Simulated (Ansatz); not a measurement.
# As, first-principles data

As:
```yaml
crystal:
  lattice:
    - [0.00000, 2.11004, 2.11004]
    - [2.11004, 0.00000, 2.11004]
    - [2.11004, 2.11004, 0.00000]
  atoms:
    - { symbol: As, position: [0.00000, 0.00000, 0.00000] }
```

Space group Fm-3m (No. 225), fcc (Cu type); conventional cell a = b = c = 4.2201 Å, α = β = γ = 90.00°.

Method: the program Ansatz at the r²SCAN+D4 level (PAW). Geometry: relaxed at this level of theory. Other levels are named where they apply.

**Cell and energy**

```yaml
volume_per_atom: 18.79 Å³
density: 6.62 g/cm³
```

**Electronic structure**

```yaml
electronic_character: metallic (no gap)
Density of states at the Fermi level: 0.56 states/eV per atom (mean over ±0.08 eV)
Gap with spin–orbit coupling: none (metallic)
```

**Mechanics**

```yaml
Bulk modulus (Birch–Murnaghan fit): 87.7 GPa
Pressure derivative B′: 4.6
Elastic constants (relaxed ions, GPa): C11 = 45.7, C12 = 106, C44 = -13.6
mechanical_stability: unstable (C has a negative eigenvalue)
```

A made-up cell: these elements were put on the sites of a structure type; neither database checked (COD, Materials Project) lists it. It is not the phase usual at ambient conditions (space group No. 166). Symmetry was held in the r²SCAN+D4 relaxation. As this level gives no gap, shear constants depend on the k-mesh and smearing (Fermi–Dirac, 0.1 eV here). Spin–orbit coupling is left out wherever it is not named.

Potentials: the later of the program's two PAW sets.
